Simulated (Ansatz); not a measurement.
An Ansatz input:

```yaml
crystal:
  lattice:
    - [2.6913986611, 0.0, 0.0]
    - [-1.3456993305, 2.3308196122, 0.0]
    - [0.0, 0.0, 8.6360974167]
  atoms:
    - { symbol: Ru, position: [1.0, 0.0, 0.0], spin: 1.0 }
    - { symbol: Ru, position: [1.0, 0.0, 0.5], spin: 1.0 }
    - { symbol: Ru, position: [0.3333333333, 0.6666666667, 0.25], spin: 1.0 }
    - { symbol: Ru, position: [0.6666666667, 0.3333333333, 0.75], spin: 1.0 }
hamiltonian:
  xc: r2scan
  pseudopotentials:
    kind: paw
    azcp:
      Ru: "pseudopotentials/Ru.paw.azcp"
basis:
  ecutwfc: 500
  fft_grid_basis: typed
kpoints:
  mp_grid: { grid: [18, 18, 5], shift: [0, 0, 0] }
magnetization:
  spin_polarized: true
scf:
  occupations: { method: fermi_dirac, width: 0.05 }
```

and its output:

```
Engine: ansatz 0.2.0, x86_64-unknown-linux-gnu
Pseudopotentials: kind: paw
Pseudopotential: Ru, paw, valence charge 16, recommended cutoff 500 eV (meta_gga) 
Functional definition: r2SCAN
  parameter k0 = 0.174
  parameter k1 = 0.065
  parameter a1 = 4.9479
  exchange = r2scan_x(k0 = k0, k1 = k1, a1 = a1)
  correlation = r2scan_c
Crystal: 4 atoms, lattice volume = 54.176 Å³
Basis set: ecut = 500 eV, 1375 PW (Γ), exchange–correlation on 80×80×256 points (64 copies of the dense FFT grid, shifted against one another)
Bands: 41, of which v1, the nominal top of the filled ones, is band 32 counted from 1 (31 counted from 0)
Symmetry: 24 space group operations
Space group: P63/mmc (ITA 194), of the structure as read, at distance tolerance 3.8e-5 Å
Magnetic group: BNS 194.263 (UNI 1493), of the structure as read, at distance tolerance 3.8e-5 Å
k-points: 111 of 1620
Non-local potential: Ru, projectors of the file, l = 0: 3, l = 1: 2, l = 2: 2, l = 3: 1
PAW form: soft (Blöchl's): semilocal exchange-correlation on the pseudo side does not see the compensation charge
PAW frozen core: Ru, regenerated for the run's functional (the file was generated under x = pbe(κ = 0.804, μ = 0.2195149727645171), c = pbe(β = 0.06672455060314922))
PAW one-centre angular grid: Ru, 590 points (default); XC on 160 Gauss nodes
Initial density: superposition of atomic densities (chi_scale 0.1, normalization cell)
Starting moments: Σ|m| = 4 μB on 4 of 4 sites
Initial wavefunctions: pseudopotential atomic-orbital guess
Functional: x = r2scan, c = r2scan; τ floored in thin density (d = 2e-4 eV/Å³)
SCF iter   1: F=—  HF=-23565.484295 eV  |F-HF|=—  |Δ(HF+E_count)|=         —  Δρ=6.98e-2 (↑6.98e-2 ↓4.86e-2)  dr2=6.75e0  dr2_τ=7.23e-2  dr2_m=2.11e-1  M=2.251 μB ∫|m|=2.257 μB  β_m=0.69  ethr=3.10e-3  ⟨swp⟩=6.1  Hψ=31480  notcnv=0  defer=2
Mixer restart at iter 1: flushing history
spin=Collinear: Kerker preconditioning applied to the charge; magnetization (m = ρ↑ − ρ↓) channel mixes plain (no charge-response kernel on spin).
SCF iter   2: F=—  HF=-23562.867816 eV  |F-HF|=—  |Δ(HF+E_count)|=    2.62e0  Δρ=4.25e-2 (↑4.25e-2 ↓3.33e-2)  dr2=2.87e0  dr2_τ=2.75e-2  dr2_m=4.51e-2  M=1.989 μB ∫|m|=2.021 μB  β_m=0.47  ethr=3.10e-3  ⟨swp⟩=2.7  Hψ=16853  notcnv=0  defer=279  κ⁻¹=1.0e0(r=1)
SCF iter   3: F=—  HF=-23562.181457 eV  |F-HF|=—  |Δ(HF+E_count)|=   6.86e-1  Δρ=1.16e-2 (↑1.16e-2 ↓1.09e-2)  dr2=1.83e-1  dr2_τ=2.57e-3  dr2_m=2.47e-3  M=1.449 μB ∫|m|=1.568 μB  β_m=0.62  ethr=3.10e-3  ⟨swp⟩=2.5  Hψ=16870  notcnv=0  defer=279  κ⁻¹=4.4e-2(r=2)
...
SCF iter  18: F=—  HF=-23562.490078 eV  |F-HF|=—  |Δ(HF+E_count)|=  1.16e-10  Δρ=2.09e-6 (↑1.31e-6 ↓2.09e-6)  dr2=2.90e-9  dr2_τ=1.23e-10  dr2_m=1.10e-9  M=0.000 μB ∫|m|=0.000 μB  β_m=0.93  ethr=2.26e-12  ⟨swp⟩=1.0  Hψ=26246  notcnv=0  κ⁻¹=2.3e-5(r=8)
SCF iter  19: F=—  HF=-23562.490079 eV  |F-HF|=—  |Δ(HF+E_count)|=   3.89e-9  Δρ=8.20e-7 (↑6.91e-7 ↓8.20e-7)  dr2=8.79e-11  dr2_τ=3.16e-11  dr2_m=2.66e-10  M=0.000 μB ∫|m|=0.000 μB  β_m=1.00  ethr=2.26e-12  ⟨swp⟩=2.9  Hψ=21251  notcnv=0  κ⁻¹=2.5e-5(r=8)
SCF iter  20: F=—  HF=-23562.490079 eV  |F-HF|=—  |Δ(HF+E_count)|=  4.98e-10  Δρ=8.48e-7 (↑8.48e-7 ↓7.59e-7)  dr2=7.72e-10  dr2_τ=3.54e-11  dr2_m=2.31e-10  M=-0.000 μB ∫|m|=0.000 μB  β_m=1.00  ethr=1.00e-12  ⟨swp⟩=2.9  Hψ=19211  notcnv=0  κ⁻¹=2.6e-5(r=8)
SCF iter  21: F=-23562.490079 eV  HF=-23562.490079 eV  |F-HF|=2.62e-10  |Δ(HF+E_count)|=   1.42e-9  Δρ=4.47e-7 (↑4.47e-7 ↓3.18e-7)  dr2=1.60e-10  dr2_τ=7.22e-12  dr2_m=5.51e-11  M=-0.000 μB ∫|m|=0.000 μB  ethr=1.00e-12  ⟨swp⟩=2.0  Hψ=17127  notcnv=0
SCF 1 converged in 21 iterations: F = -23562.490079 eV  dr2 = 1.60e-10
WARN: the starting moments were not kept: the SCF closed with an absolute magnetisation of 1.1e-5 μB, where they sum to 4 μB in size (4 sites). That is at most 0.1 of that sum. Measured as dr2_m measures the in/out step, that magnetisation stands 2.6e-11 eV from none, at or under the dr2_threshold of 1.0e-7 eV: it is no larger than a step whose dr2_m would equal this threshold. The system may hold no moment; this SCF shows only that its start led to no more than that. To try another start: raise the starting moments (crystal.atoms[].spin, magnetization.per_species, magnetization.initial_magnetization, or on a non-collinear deck that types none of these the spinor_matrix: blocks that start its atoms; where the total moment is fixed, keep their sum and leave initial_magnetization as it is; typed ones take the place of any that the run laid by itself, positive ones on a crystal's lanthanoids without a Hubbard term where scf.initial_density.shell_occupations: [] is typed) or, if the notice of its spin-set hold's release reads "site moments contracting" or "site moments show no strong build", lengthen the hold (scf.mixing.spin_hold: { on: { confirm: 4 } }; for m-r²SCAN on two components see the key's manual first). Each may lead to a state that holds a moment. A second SCF, from the converged charge density, with the starting moments and any scf.initial_density.shell_occupations laid on it anew, would have followed, and was not run: the deck does not ask for one (magnetization.retry_lost_moments is false, the default). To let it run, set magnetization.retry_lost_moments: true and run the deck again, where that key's refused combinations let it; where memory then withholds it, that run's warning says so.
this state was not tested for a lower state beside it, because the mixer in use, unlike msr1, does not test its closes by its own steps (another_mixer; see scf.mixing.algorithm and scf.lower_state_search)
SCF converged after 21 iterations
Magnetization: -0.0000 μB (32.0000 up, 32.0000 down)
Absolute magnetization: 0.0000 μB (∫|ρ↑−ρ↓|, with the PAW one-centre terms)
Spin contamination: 0.0000 ħ² per cell (⟨S²⟩ above its minimum at these occupations)
Per-site moments (μB) at R_I (Å): [(-2.1916136583126667e-6, 1.097275464049554), (-2.1916136583331593e-6, 1.097275464049554), (-4.4036779185429684e-7, 1.097275464049554), (-4.403677917904397e-7, 1.097275464049554)]
Free energy (F): -23562.490079 eV
Harris-Foulkes:  -23562.490079 eV  (|F-HF|=2.62e-10)
Internal energy: -23562.459224 eV  (E = F + TS)
E sigma→0 (E₀):  -23562.474651 eV
Entropy (-TS):   -0.030854 eV (-7.714 meV/atom)
Fermi energy:    23.414227 eV
--- Per-component energies (eV) ---
  E_band       = -271.014256
  E_kinetic    = 2057.198267
  E_local      = -5015.904603  (includes V_loc(G=0)·N_el)
  E_nonlocal   = 1371.824008
  E_hartree    = 1611.112185
  E_xc         = -737.048489
  E_vxc        = -1067.829660  (∫ρ·V_xc dr)
  E_paw        = -13915.660828  (= ΣΔE_a)
  E_vpaw       = -913.692092  (= ΣTr[D̂ρ^β])
  E_aug_tail   = 0.000414  (compensation charges beyond the density's cutoff)
  E_vtau       = 75.165040  (kinetic-family band-sum trace: ∫τ·v_τ [+ j·A + Jᵃ·Aᵃ] dr)
  E_ewald      = -8932.736357
  E_core_change = -1.243822  (= ΣΔE_core)
  E_smearing   = -0.030854  (= −TS)
  E_closure    = 0.000000  (closes the sum)
  Σ components = -23562.490079   (vs F -23562.490079, Δ=0.00e0)
```
